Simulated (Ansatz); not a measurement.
Starting cell, SiO2 (rutile):

```xyz
6
Lattice="4.2359 0.0000 0.0000 0.0000 4.2359 0.0000 0.0000 0.0000 2.6899" Properties=species:S:1:pos:R:3 pbc="T T T"
Si     2.1179     2.1179     1.3450
Si     0.0000     0.0000     0.0000
O      3.4183     3.4183     1.3450
O      1.3004     2.9355     0.0000
O      2.9355     1.3004     0.0000
O      0.8176     0.8176     1.3450
```

The atoms are displaced by Q × the pattern below (from a DFPT mode at Γ, largest move 1; Q in Å), at fixed cell.

```json
[
 {"atom": "O3", "x": "0.707", "y": "0.707", "z": "0.000"},
 {"atom": "O4", "x": "-0.707", "y": "0.707", "z": "0.000"},
 {"atom": "O5", "x": "0.707", "y": "-0.707", "z": "0.000"},
 {"atom": "O6", "x": "-0.707", "y": "-0.707", "z": "0.000"}
]
```

Atoms not listed stay in place.

Level of theory: PBE (plane waves to 420 eV, PAW, scalar-relativistic; Ansatz, a first-principles code). k mesh 8×8×12 (Γ-centred), Fermi-Dirac smearing 0.05 eV. SiO2 was relaxed with its symmetry unable to fall. The PAW data are Ansatz's earlier set. 

```csv
Q (Å),−dE/dQ from forces (eV/Å)
-0.180,36.682
-0.150,30.071
-0.120,23.726
-0.090,17.601
-0.060,11.641
-0.030,5.793
0.000,0.000
0.030,-5.793
0.060,-11.641
0.090,-17.601
0.120,-23.726
0.150,-30.071
0.180,-36.682
```

**Question.** What harmonic wavenumber does the curvature at Q = 0 give?

**Answer.** 905 cm⁻¹. E″ = 192.79 eV/Å², M = Σ mᵢ|uᵢ|² = 64.0 u, ν̃ = 521.5·√(|E″|/M).

(A displaced cell: forces are minus the slopes of the energy, force constants its curvatures, and phonons follow from these.)
